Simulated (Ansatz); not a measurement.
Ansatz (a first-principles code) input:

Ansatz 0.2 input:
```yaml
crystal:
  lattice:
    - [4.1931632194, 0.0, 0.0]
    - [0.0, 5.3510475497, 0.0]
    - [0.0, 0.0, 5.1196534582]
  atoms:
    - { symbol: Cu, position: [0.5, 0.0, 0.2753130685] }
    - { symbol: Cu, position: [0.0, 0.5, 0.7246869315] }
    - { symbol: Cu, position: [0.0, 0.2463806025, 0.1441798518] }
    - { symbol: Cu, position: [0.0, 0.7536193975, 0.1441798518] }
    - { symbol: Cu, position: [0.5, 0.2536193975, 0.8558201482] }
    - { symbol: Cu, position: [0.5, 0.7463806025, 0.8558201482] }
    - { symbol: Sb, position: [0.0, 0.0, 0.6496365875] }
    - { symbol: Sb, position: [0.5, 0.5, 0.3503634125] }
kpoints:
  mp_grid: { grid: [10, 8, 8] }
hamiltonian:
  xc: pbesol
  pseudopotentials: { kind: paw }
scf:
  occupations: { method: fermi_dirac, width: 0.1 }
phonons:
  method: dfpt
  response_accuracy: low
  eigenvectors: true
  rigid_motions: translations
```

Output (shortened):

```
Pseudopotential: Cu, paw, valence charge 19
Pseudopotential: Sb, paw, valence charge 15
Functional definition: PBEsol
Crystal: 8 atoms, lattice volume = 114.874 Å³
Basis set: ecut = 420 eV, 2231 PW (Γ), exchange–correlation on 60×72×72 points (8 copies of the dense FFT grid, shifted against one another)
Bands: 87, of which v1, the nominal top of the filled ones, is band 72 counted from 1 (71 counted from 0)
Symmetry: 8 space group operations
k-points: 204 of 640 (irreducible under 2 space group operations, time reversal used)
SCF iter   1: F=—  HF=-52348.320503 eV  |F-HF|=—  |Δ(HF+E_count)|=         —  Δρ=1.57e-2  dr2=1.62e-1  ethr=1.77e-3  ⟨swp⟩=5.3  Hψ=63832  notcnv=0  defer=580
preconditioner: auto → Kerker (q_TF=auto, 2.833 Å⁻¹)
SCF iter   2: F=—  HF=-52348.288708 eV  |F-HF|=—  |Δ(HF+E_count)|=   3.18e-2  Δρ=2.08e-3  dr2=5.11e-3  ethr=1.13e-4  ⟨swp⟩=2.0  Hψ=28987  notcnv=0  defer=1081
SCF iter   3: F=—  HF=-52348.286794 eV  |F-HF|=—  |Δ(HF+E_count)|=   1.91e-3  Δρ=1.98e-3  dr2=4.53e-3  ethr=3.55e-6  ⟨swp⟩=2.0  Hψ=22429  notcnv=0  defer=1081
SCF iter   4: F=—  HF=-52348.285526 eV  |F-HF|=—  |Δ(HF+E_count)|=   1.27e-3  Δρ=3.16e-4  dr2=2.62e-4  ethr=3.15e-6  ⟨swp⟩=2.3  Hψ=23750  notcnv=0  defer=1081
SCF iter   5: F=—  HF=-52348.285560 eV  |F-HF|=—  |Δ(HF+E_count)|=   3.39e-5  Δρ=1.71e-4  dr2=3.97e-5  ethr=1.82e-7  ⟨swp⟩=2.0  Hψ=23765  notcnv=0  defer=1081
SCF iter   6: F=—  HF=-52348.285545 eV  |F-HF|=—  |Δ(HF+E_count)|=   1.45e-5  Δρ=1.19e-4  dr2=1.23e-5  ethr=2.76e-8  ⟨swp⟩=2.0  Hψ=24327  notcnv=0  defer=1081
SCF iter   7: F=—  HF=-52348.285545 eV  |F-HF|=—  |Δ(HF+E_count)|=   1.87e-7  Δρ=4.02e-5  dr2=1.47e-6  ethr=8.55e-9  ⟨swp⟩=2.0  Hψ=23611  notcnv=0  defer=1081
SCF iter   8: F=—  HF=-52348.285545 eV  |F-HF|=—  |Δ(HF+E_count)|=   1.12e-8  Δρ=8.26e-6  dr2=8.79e-8  ethr=1.02e-9  ⟨swp⟩=2.0  Hψ=27993  notcnv=0  defer=1081
SCF iter  13: F=-52348.285545 eV  HF=-52348.285545 eV  |F-HF|=1.46e-11  |Δ(HF+E_count)|=    0.00e0  Δρ=2.75e-8  dr2=6.37e-13  ethr=1.00e-12  ⟨swp⟩=5.0  Hψ=70001  notcnv=0
SCF 1 converged in 13 iterations: F = -52348.285545 eV  dr2 = 6.37e-13
DFPT response loops at Γ: preconditioner auto → Kerker (q_TF=auto, 2.833 Å⁻¹) (partly filled bands, converged f_vac=0.000) …
SCF converged after 13 iterations
Free energy (F): -52348.285545 eV
Harris-Foulkes:  -52348.285545 eV  (|F-HF|=1.46e-11)
Internal energy: -52348.213491 eV  (E = F + TS)
E sigma→0 (E₀):  -52348.249518 eV
Entropy (-TS):   -0.072054 eV (-9.007 meV/atom)
Fermi energy:    16.373498 eV
--- Per-component energies (eV) ---
  E_band       = -2406.495538
  E_kinetic    = 2222.855075
  E_local      = -29244.147457  (includes V_loc(G=0)·N_el)
  E_nonlocal   = 3099.916122
  E_hartree    = 13061.859710
  E_xc         = -810.306689
  E_vxc        = -887.271339  (∫ρ·V_xc dr)
  E_paw        = -18777.471324  (= ΣΔE_a)
  E_vpaw       = -3721.568912  (= ΣTr[D̂ρ^β])
  E_aug_tail   = 0.001454  (compensation charges beyond the density's cutoff)
  E_ewald      = -21902.821310
  E_core_change = 1.900927  (= ΣΔE_core)
  E_smearing   = -0.072054  (= −TS)
  E_closure    =  0.000000  (closes the sum)
  Σ components = -52348.285545   (vs F -52348.285545, Δ=0.00e0)
  [band-id]    e_kinetic+e_local+e_nonlocal+2·e_hartree+e_vxc+e_vpaw+e_augmentation_tail = -2406.495637   (vs E_band -2406.495538, Δ=-9.88e-5)
--- Band table (eV; the first three rows and the last of 204) ---
  k-point 0: bands = ["-96.3719", "-96.3706", "-96.3523", "-96.3512", "-96.3491", "-96.3468", "-53.9437", "-53.9401", "-53.9399", "-53.9216", "-53.9142", "-53.9088", "-53.9006", "-53.8941", "-53.8915", "-53.8867", "-53.8832", "-53.8827", "-53.8782", …
  k-point 1: bands = ["-96.3719", "-96.3706", "-96.3523", "-96.3512", "-96.3491", "-96.3468", "-53.9437", "-53.9401", "-53.9399", "-53.9216", "-53.9142", "-53.9086", "-53.9007", "-53.8941", "-53.8913", "-53.8867", "-53.8832", "-53.8828", "-53.8782", …
  k-point 2: bands = ["-96.3718", "-96.3706", "-96.3523", "-96.3512", "-96.3491", "-96.3468", "-53.9438", "-53.9402", "-53.9399", "-53.9216", "-53.9143", "-53.9083", "-53.9009", "-53.8940", "-53.8910", "-53.8867", "-53.8832", "-53.8830", "-53.8783", …
  k-point 203: bands = ["-96.3707", "-96.3707", "-96.3505", "-96.3505", "-96.3498", "-96.3498", "-53.9507", "-53.9507", "-53.9180", "-53.9180", "-53.9052", "-53.9052", "-53.9000", "-53.9000", "-53.8872", "-53.8872", "-53.8869", "-53.8869", "-53.8809", …
--- Phonons (Γ-DFPT): 9 representative perturbations + reference, on 204 of 640 k-points (Σ response iterations 33) ---
  ASR residual: 1.813e-3 → 0.000e0 eV/Å²; symmetrization residual: 5.558e-4 eV/Å²
  ASR residual per site (eV/Å²): 1.70e-3 1.70e-3 4.11e-4 4.11e-4 4.11e-4 4.11e-4 1.81e-3 1.81e-3
  Γ frequencies (cm⁻¹): 0.00 0.00 0.00 65.23 72.80 91.92 93.21 102.11 102.60 112.43 116.50 117.15 117.73 125.71 141.79 145.18 146.67 171.85 173.59 174.03 180.93 193.41 194.36 215.02
  non-analytic LO–TO correction: not included (Born effective charges unavailable; polar crystals: no LO–TO splitting at Γ)
```

Cost: roughly 40 core-minutes on shared cores.

Space group Pmmn. The first step of the workflow began from a Materials Project structure, measured or hypothetical; the Crystallography Open Database copy checked does not list it. Whether it is the stable phase at ambient conditions was not checked. Symmetry was held in the PBEsol relaxation; its stability against distortions is not shown here. No spin polarisation was allowed. As this level gives no gap, phonon frequencies hold no LO–TO term and depend on the k-mesh and smearing (Fermi–Dirac, 0.1 eV here). Spin–orbit coupling is left out wherever it is not named.

Potentials: the later of the program's two PAW sets.

Ansatz is a plane-wave DFT program.
